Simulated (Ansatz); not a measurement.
CaO:
```xyz
2
Lattice="0.0000 2.5898 2.5898 2.5898 0.0000 2.5898 2.5898 2.5898 0.0000" Properties=species:S:1:pos:R:3 pbc="T T T"
Ca     0.0000     0.0000     0.0000
O      1.2949     1.2949     1.2949
```

Relaxed with PBEsol. Special points in fractions of this cell's reciprocal vectors: Γ (0.000, 0.000, 0.000); X (0.500, 0.000, 0.500); U (0.625, 0.250, 0.625); K (0.375, 0.375, 0.750); L (0.500, 0.500, 0.500); W (0.500, 0.250, 0.750).

List the band energies nearest the valence-band maximum at these points for DFT-PBEsol in the program Ansatz with PAW potentials.

In eV from the valence-band maximum; about four levels below and three above (degenerate sets whole), none deeper than 8.9 eV; points with the same levels are listed once.

```csv
k,below,above
Γ,-0.66 -0.66 -0.66,3.27 8.06 8.06
X,-1.50 0.00 0.00,4.88 6.64 9.15
U,-1.12 -0.29 -0.11,4.96 6.75 8.27
L,-1.03 -0.39 -0.39,6.13 7.95 7.95
W,-0.89 -0.59 0.00,4.91 6.44 8.65
```

Space group F-43m (zinc blende). The start of the workflow was typed in or built on a structure type; neither database checked (COD, Materials Project) lists it. It is not the phase usual at ambient conditions (space group No. 225). The cell was relaxed with PBEsol under the symmetry of its start; phonons on a q-mesh show no instability.

Potentials: the later of the program's two PAW sets.
